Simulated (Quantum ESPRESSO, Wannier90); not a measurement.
**Tight-binding from DFT: ZnHgTe2 (P-4m2)**

```
CELL_PARAMETERS angstrom
      4.47306     0.00000     0.00000
      0.00000     4.47306     0.00000
      0.00000     0.00000     6.38006
ATOMIC_POSITIONS crystal
  Zn 0.50000 0.50000 0.50000
  Hg 0.00000 0.00000 0.00000
  Te 0.00000 0.50000 0.27228
  Te 0.50000 0.00000 0.72772
```

Materials Project entry mp-1215403; symmetrised, unrelaxed at this level. Not found in the COD (Crystallography Open Database) copy used; not checked further. Computed values, not measurements, from PBEsol: Quantum ESPRESSO (norm-conserving PseudoDojo potentials, cutoff 68 Ry, spinors with spin-orbit coupling) on a Γ-centred 4×4×4 mesh, then Wannier90. Density: 8×8×6 mesh, cold smearing 0.01 Ry. With spin-orbit coupling a semilocal functional can close or falsely invert a small gap; the band order was not checked against a better method. The gap is small at this level and was sampled on the meshes and a path alone.

Base run: 32 functions from bands 37-40,61-116 of the 116 computed, start hydrogen-like Zn: s;p; Hg: s;p; Te: s;p, centres 0.05 Å off the atoms, frozen window up to 1.59 eV relative to the valence-band maximum, outer window open. Bands 41–44 (Hg 5d 92 %), 45–54 (Zn 3d 94 %), 55–60 (Hg 5d 86 %, Te 5p 8 %) lie between the kept ones and are excluded. One thing is changed at a time; window edges are relative to the valence-band maximum. The misfit compares interpolated bands with pw.x on a high-symmetry path, for states up to 1.1 eV relative to the valence-band maximum. Converged means that the tolerances were met: symmetric starts can stop on a saddle, which shows as a larger Ω_OD at equal Ω_I and can move the misfit too.

**Question.** Which of these settings interpolates worst among those that finish?
A) frozen window to -1.41 eV
B) base
C) frozen window to 3.59 eV
D) outer window to 13.92 eV

**Answer.** A, frozen window to -1.41 eV. The whole sweep:

| setting | functions | frozen to (eV) | Ω_I (Å²) | Ω_D (Å²) | Ω_OD (Å²) | rms misfit (meV) | worst (meV) | ended |
|---|---|---|---|---|---|---|---|---|
| base | 32 | 1.59 | 66.55 | 0.05 | 8.20 | 8.6 | 75 | converged |
| frozen window to 3.59 eV | 32 | 3.59 | 73.58 | 0.12 | 8.55 | 25 | 128 | converged |
| frozen window to -1.41 eV | 32 | -1.41 | 65.26 | 0.04 | 7.96 | 65 | 787 | converged |
| outer window to 13.92 eV | 32 | 1.59 | 69.34 | 0.06 | 8.54 | 9.7 | 75 | converged |

Runs of this sweep that didn't settle are not listed.
